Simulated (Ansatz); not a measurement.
Bi:
Space group R-3m, hexagonal axes (No. 166); a = 4.534 Å, b = 4.534 Å, c = 12.374 Å, α = 90.00°, β = 90.00°, γ = 120.00°

```json
[
 {"atom": "Bi", "site": "6c", "symmetry": "3m", "x": "0.0000", "y": "0.0000", "z": "0.2316"}
]
```
(The calculation used a cell of 2 atoms; values per cell refer to that cell.)

Relaxed with r²SCAN.

Problem. Which orbitals make up the states near the Fermi level in the program Ansatz at the r²SCAN level (PAW)?

Solution. Within 0.5 eV of the Fermi level: Bi 6p 87 %, Bi 6s 10 %. Projections are on Löwdin-orthogonalised atomic valence shells; empty p or d shells of many metals are not among them.

Problem. Tabulate the density of states.

Solution. States/eV per cell of 2 atoms, in 0.25 eV bins, energy from the Fermi level.

```
E (eV)  total  Bi 6p  Bi 6s
------  -----  -----  -----
-7.85    0.01   0.00   0.01
-7.60    0.00   0.00   0.00
-7.35    0.00   0.00   0.00
-7.10    0.00   0.00   0.00
-6.85    0.00   0.00   0.00
-6.60    0.00   0.00   0.00
-6.35    0.00   0.00   0.00
-6.10    0.00   0.00   0.00
-5.85    0.00   0.00   0.00
-5.60    0.00   0.00   0.00
-5.35    0.00   0.00   0.00
-5.10    0.00   0.00   0.00
-4.85    0.00   0.00   0.00
-4.60    0.46   0.45   0.01
-4.35    0.79   0.78   0.01
-4.10    0.96   0.94   0.02
-3.85    0.99   0.96   0.02
-3.60    1.13   1.09   0.03
-3.35    1.32   1.28   0.03
-3.10    1.67   1.61   0.05
-2.85    1.76   1.70   0.05
-2.60    1.81   1.73   0.06
-2.35    1.82   1.74   0.07
-2.10    1.85   1.75   0.08
-1.85    1.96   1.86   0.09
-1.60    1.80   1.70   0.09
-1.35    1.64   1.54   0.09
-1.10    1.50   1.39   0.09
-0.85    1.07   0.97   0.08
-0.60    0.77   0.69   0.07
-0.35    0.50   0.44   0.05
-0.10    0.20   0.18   0.02
0.15     0.10   0.09   0.01
0.40     0.42   0.36   0.05
0.65     1.02   0.90   0.09
0.90     1.78   1.59   0.13
1.15     1.38   1.24   0.09
1.40     1.30   1.18   0.07
1.65     1.31   1.20   0.06
1.90     1.29   1.18   0.05
2.15     1.34   1.22   0.05
2.40     1.55   1.36   0.05
2.65     1.92   1.56   0.04
2.90     1.35   1.20   0.02
3.15     1.19   1.08   0.02
3.40     1.27   1.12   0.02
3.65     1.38   1.15   0.02
3.90     1.32   1.06   0.02
4.15     0.95   0.79   0.01
4.40     0.78   0.65   0.01
4.65     0.64   0.49   0.01
```

Symmetry was held in the r²SCAN relaxation. Axis ratios of metals converge slowly with the k-mesh, so a and c are less sure than the volume. Scalar-relativistic: spin–orbit coupling is off unless named, which matters more the heavier the elements.

Potentials: the later of the program's two PAW sets.
